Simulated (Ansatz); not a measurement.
Sc6WO12: Sc-45 nuclear quadrupole resonance

Cell: an entry of the Crystallography Open Database (COD), ions relaxed with PBE at fixed cell.

Space group R-3:H (No. 148); a = 9.3258, c = 8.8264 Å, γ = 120.00°.

```csv
site,Wyckoff,site symmetry,x,y,z
Sc,18f,1,0.7831,0.7513,0.3616
W,3a,-3.,0.0000,0.0000,0.0000
O8,18f,1,0.5046,0.1504,0.4541
O14,18f,1,0.8069,0.7835,0.6055
```

One atom of each set is listed; the run and its k-mesh use a cell of 19 atoms with edges of 6.14, 6.14, 6.14 Å.

The numbers come from a DFT calculation in Ansatz (r2SCAN, plane waves and PAW, scalar-relativistic, 500 eV cutoff, Γ-centred 4×4×4 k-points, Fermi–Dirac smearing 0.02 eV).

Sc-45: I = 7/2, Q = -220.0 mb (year-2017 value). Static lattice, zero field.

**Question.** The simulated lines lie at 3.39, 3.70, 5.86, 7.09 MHz. What are |C_Q|, η and |V_zz| at Sc?

**Answer.** For I = 7/2 and η = 0 the lines are |C_Q|/14 times 1, 2 and 3; η shifts the lowest up most. At large η the states mix, and weaker lines appear at sums of the main ones; lines under 5 % of the strongest are left out. Here |C_Q| = 28.1 MHz, η = 0.52 and |V_zz| = 5.29 × 10²¹ V/m². The calculation gives V_zz negative; the lines don't show the sign. The site has 6 O at 2.05–2.22 Å.

At this cell the r2SCAN pressure is -5 GPa, so with r2SCAN the cell would shrink if it were relaxed. The entry's cell may itself be off. The largest force is 0.3 eV/Å, so the atoms aren't at the calculated equilibrium and relaxing them would move these values. The database positions were far from equilibrium, so the relaxed structure may not be the compound's real one.

Hardware: 2 threads of AMD EPYC 9R45 96-Core Processor (Zen 5) (x86_64; 32 cores open to the job, memory cap 5.0 GiB, no GPU), a shared host with a load of 0.5 a core. Wall time 12 s, CPU time 22 s, peak memory 1.2 GiB.
